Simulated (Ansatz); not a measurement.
Data:

NiO (rock salt)

```xyz
2
Lattice="0.0000 2.0943 2.0943 2.0943 0.0000 2.0943 2.0943 2.0943 0.0000" Properties=species:S:1:pos:R:3 pbc="T T T"
O      0.0000     0.0000     0.0000
Ni     2.0943     2.0943     2.0943
```

The volume is varied about the relaxed value V₀ at fixed cell shape. Symmetry pins the atoms to their sites.

Computed with r2SCAN (plane waves to 500 eV, PAW, scalar-relativistic; Ansatz, a quantum-chemistry and plane-wave program). k mesh 14×14×14 (Γ-centred), Fermi-Dirac smearing 0.05 eV. Energies are smeared free energies. Stress and pressure are positive under compression. NiO is run spin-polarised and with no Hubbard U; the real compound is an antiferromagnetic insulator, a state that this run doesn't describe. NiO was relaxed with its symmetry unable to fall. Relaxed NiO ends ferromagnetic. Other magnetic orders were not checked, so this need not be the ground state. The zero of ΔE is the relaxed starting cell.

The scan covers V/V₀ from 0.840 to 1.160 in 11 points.

Task: What is ΔE at V/V₀ = 1.160?

Result: 120.2 meV/atom.

Task: What pressure does the cell carry at V/V₀ = 0.840?

Result: 55.2 GPa.

Task: What is ΔE at V/V₀ = 0.840?

Result: 216.3 meV/atom.

(Under strain, the slope of the energy per volume gives the stress and its curvature an elastic modulus.)
